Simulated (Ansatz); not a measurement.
# Sn3Pt2: settings compared (Ansatz)

The input file (Ansatz 0.2.0, plane waves):

```yaml
crystal:
  lattice:
    - [4.32965045, 0.0, 0.0]
    - [-2.16482523, 3.74958318, 0.0]
    - [0.0, 0.0, 12.9469935]
  atoms:
    - { symbol: Sn, position: [0.0, 0.0, 0.25] }
    - { symbol: Sn, position: [0.0, 0.0, 0.75] }
    - { symbol: Pt, position: [0.3333, 0.6667, 0.143] }
    - { symbol: Pt, position: [0.6666, 0.3333, 0.643] }
    - { symbol: Pt, position: [0.3333, 0.6667, 0.357] }
    - { symbol: Pt, position: [0.6667, 0.3334, 0.857] }
    - { symbol: Sn, position: [0.3333, 0.6667, 0.93] }
    - { symbol: Sn, position: [0.6666, 0.3333, 0.43] }
    - { symbol: Sn, position: [0.3333, 0.6667, 0.57] }
    - { symbol: Sn, position: [0.6667, 0.3334, 0.07] }
  symmetry: { tolerance: 0.0003 }
kpoints:
  mp_grid: { grid: [5, 5, 2], shift: [0, 0, 0] }
magnetization:
  spin_polarized: false
scf:
  occupations: { method: fermi_dirac }
hamiltonian:
  pseudopotentials: { kind: paw }
  xc: r2scan
basis:
  ecutwfc: 500
output:
  forces: true
  stress: true
  eigenvalues: true
  write_density: true
  write_potential: true
  elf: true
  volumetric_format: npy
```

Run with:

```bash
ansatz run input.yaml --threads 1 --pin off --max-ram 2560MiB --backend cpu --events-out ev --progress --plain --runs-dir out
```

Origin of the cell: a database entry, scaled a little.

The smearing width isn't typed, so it takes its default of 0.1 eV.

Output of this run (shortened):

```
Warning: the atoms were moved onto the symmetric positions of the space group found under crystal.symmetry.tolerance 3.0e-4 (fractional; no operation is sought that the atoms, as they stand i […]
Pseudopotentials: kind: paw
Pseudopotential: Sn, paw, valence charge 14, recommended cutoff 500 eV (meta_gga), Sn.paw.azcp
Pseudopotential: Pt, paw, valence charge 18, recommended cutoff 500 eV (meta_gga), Pt.paw.azcp
Functional definition: r2SCAN
  exchange = r2scan_x(k0 = k0, k1 = k1, a1 = a1)
  correlation = r2scan_c
Crystal: 10 atoms, lattice volume = 210.186 Å³
Basis set: ecut = 500 eV, 5309 PW (Γ), exchange–correlation on 128×128×384 points (64 copies of the dense FFT grid, shifted against one another)
Bands: 94, of which v1, the nominal top of the filled ones, is band 78 counted from 1 (77 counted from 0)
Symmetry: 24 space group operations
[… 8 lines left out …]
Initial density: superposition of atomic densities (neutral atoms: chi_scale 0, normalization atom), corrected by the library's trained network
Functional: x = r2scan, c = r2scan; τ floored in thin density (d = 2e-4 eV/Å³)
SCF iter   1: F=—  HF=-86384.049096 eV  Δρ=1.07e-2  dr2=3.44e-1  dr2_τ=1.03e-1  defer=10
SCF iter   2: F=—  HF=-86384.073615 eV  Δρ=6.49e-3  dr2=8.46e-2  dr2_τ=3.24e-2  defer=38
SCF iter   3: F=—  HF=-86384.056819 eV  Δρ=1.34e-3  dr2=5.10e-3  dr2_τ=4.86e-4  defer=38
SCF iter   4: F=—  HF=-86384.056181 eV  Δρ=2.81e-4  dr2=3.43e-4  dr2_τ=1.44e-5  defer=38
SCF iter   5: F=—  HF=-86384.056154 eV  Δρ=8.85e-5  dr2=2.42e-5  dr2_τ=2.66e-6  defer=38
SCF iter   6: F=—  HF=-86384.056469 eV  Δρ=1.86e-5  dr2=5.94e-7  dr2_τ=1.98e-8  defer=38
SCF iter   7: F=-86384.056470 eV  HF=-86384.056470 eV  Δρ=4.32e-6  dr2=4.57e-8  dr2_τ=2.78e-9
SCF 1 converged in 7 iterations: F = -86384.056470 eV  dr2 = 4.57e-8
SCF converged after 7 iterations
Free energy (F): -86384.056470 eV
Harris-Foulkes:  -86384.056470 eV  (|F-HF|=5.03e-9)
Internal energy: -86383.922795 eV  (E = F + TS)
E sigma→0 (E₀):  -86383.989633 eV
Entropy (-TS):   -0.133674 eV (-13.367 meV/atom)
Fermi energy:    15.244602 eV
--- Per-component energies (eV) ---
  E_band       = -1377.788252
  E_kinetic    = 3687.600320
  E_local      = -13031.317694  (includes V_loc(G=0)·N_el)
  E_nonlocal   = 611.367548
  E_hartree    = 6309.051885
  E_xc         = -3252.341563
  E_vxc        = -1986.472150  (∫ρ·V_xc dr)
  E_paw        = -62894.347150  (= ΣΔE_a)
  E_vpaw       = -3404.933208  (= ΣTr[D̂ρ^β])
  E_aug_tail   = 0.000622  (compensation charges beyond the density's cutoff)
  E_vtau       = 127.857765  (kinetic-family band-sum trace: ∫τ·v_τ [+ j·A + Jᵃ·Aᵃ] dr)
  E_ewald      = -17817.422705
  E_core_change = 3.485941  (= ΣΔE_core)
  E_smearing   = -0.133674  (= −TS)
  Σ components = -86384.056470   (vs F -86384.056470, Δ=0.00e0)
--- Forces (eV/Å), atoms counted from 1 ---
  atom   1  Sn     0.000000     0.000000     0.000000
[… 4 lines left out …]
  atom   6  Pt    -0.000000    -0.000000    -0.010185
  atom   7  Sn    -0.000000    -0.000000    -0.184312
  atom   8  Sn     0.000000     0.000000    -0.184312
  atom   9  Sn    -0.000000    -0.000000     0.184312
  atom  10  Sn     0.000000     0.000000     0.184312
  max |Σ_I F_I| component: 5.09e-17 eV/Å
--- Stress (GPa, compression-positive) ---
        3.312834      -0.000000       0.000000
       -0.000000       3.312834       0.000000
        0.000000       0.000000       3.616034
  P = ⅓ Tr σ = 3.4139 GPa (34.139 kbar)
```

The same input was run again with these changes:

1. `basis.ecutwfc` 500 → "36.7 Ry"; `basis.xc_grid` default → 2
2. `scf.occupations.width` default → 0.005
3. `scf.convergence.dr2_threshold` default → 1.0e-11
4. `basis.ecutrho_ratio` default → 1; `scf.max_iter` default → 60

| run | end | SCF iterations | P (GPa) | max force component (eV/Å) | gap on mesh (eV) | moment (μB) | ΔE(σ→0) (meV/atom) |
| --- | --- | --- | --- | --- | --- | --- | --- |
| base | converged | 7 | 3.41 | 0.184 | none | – | 0 |
| 1 | converged | 7 | 3.41 | 0.184 | none | – | 0.21 |
| 2 | converged | 8 | 3.05 | 0.196 | none | – | 1.57 |
| 3 | converged | 10 | 3.41 | 0.184 | none | – | 0.00 |
| 4 | converged | 7 | 6.15 | 0.169 | none | – | -84.20 |

Energies are compared only where functional, datasets, charge and starting cell are the same.

Not properties of the system: run 4 (a density cutoff below four times the waves').

Caveats of the base run: no moments, though an odd count or open d shells may carry them; no spin-orbit coupling, though heavy elements are present; the k mesh is coarse if the cell is a metal.

Run 1: the cutoff lies below the datasets' advice.
Run 4: the cutoff lies below the datasets' advice.

The base run ran for 64 s on 1 thread of Arm Neoverse N1, with other jobs on the host, peak memory 0.94 GiB, from the program's own first density.
